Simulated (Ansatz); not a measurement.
In PBEsol (plane waves, PAW; program Ansatz), Ga in the α-Ga structure (Cmce) relaxes to a = 4.479 Å, b = 7.596 Å, c = 4.486 Å.

Electronic character: metallic (no gap). Gap from PBEsol with spin–orbit coupling: none (metallic).

The bulk modulus is 59.8 GPa. The elastic constants imply a Debye temperature near 308 K. The highest mode at Γ lies at 236 cm^-1.

The PBEsol relaxation kept the symmetry of its start; of distortions, only those at the zone centre were tested. As this level gives no gap, shear constants depend on the k-mesh and smearing (Fermi–Dirac, 0.1 eV here). As this level gives no gap, phonon frequencies hold no LO–TO term and depend on the k-mesh and smearing (Fermi–Dirac, 0.1 eV here). Axis ratios of metals converge slowly with the k-mesh, so a and c are less sure than the volume. Scalar-relativistic: spin–orbit coupling is off unless named, which matters more the heavier the elements.

Potentials: the later of the program's two PAW sets.
